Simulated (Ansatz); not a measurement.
A scan (energy over volume and axial ratio; atoms clamped) gave these values. All values below come from r2SCAN (plane waves to 500 eV, PAW, scalar-relativistic; Ansatz, a first-principles code).

| Property | Result |
|---|---|
| Shear modulus C′ = (C11 − C12)/2 (fit, atoms clamped) | 11.3 GPa |

Of these crystals, all scanned alike, which one is it?
(A) CsBr (CsCl type)
(B) C (diamond)
(C) PbS (rock salt)
(D) SiC (zinc blende)

A, CsBr (CsCl type). The others have, for the shear modulus C′ = (C11 − C12)/2: SiC 140 GPa, PbS 60 GPa, C 496 GPa

All were relaxed with their symmetry unable to fall. Spin-orbit coupling is left out.

(Under strain, the slope of the energy per volume gives the stress and its curvature an elastic modulus.)
